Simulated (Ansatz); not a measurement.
Sb₂Se₃ in space group Pnma (No. 62; Pearson symbol oP20) at seven volumes, DFT-PBE+D3(BJ) in the program Ansatz with PAW potentials, shape and atoms relaxed at each. One row is withheld.

```csv
V (Å³/atom),P (GPa)
24.051,3.96
24.844,2.31
25.637,1.01
26.430,0.00
27.223,?
28.016,-1.32
28.808,-1.70
```

Task: Fit the shown pressures and predict the withheld one.

Result: Third-order Birch–Murnaghan: P = (3/2)B₀(x^(7/2) − x^(5/2))[1 + (3/4)(B′ − 4)(x − 1)] with x = (V₀/V)^(2/3). Least squares on the six rows gives V₀ = 26.438 Å³/atom, B₀ = 28.75 GPa, B′ = 8.23. At V = 27.223, x = 0.9807 and P = -0.74 GPa. The run itself gave -0.75 GPa.

The PBE+D3(BJ) relaxation kept the symmetry of its start. Spin–orbit coupling is left out wherever it is not named.

Potentials: the later of the program's two PAW sets.
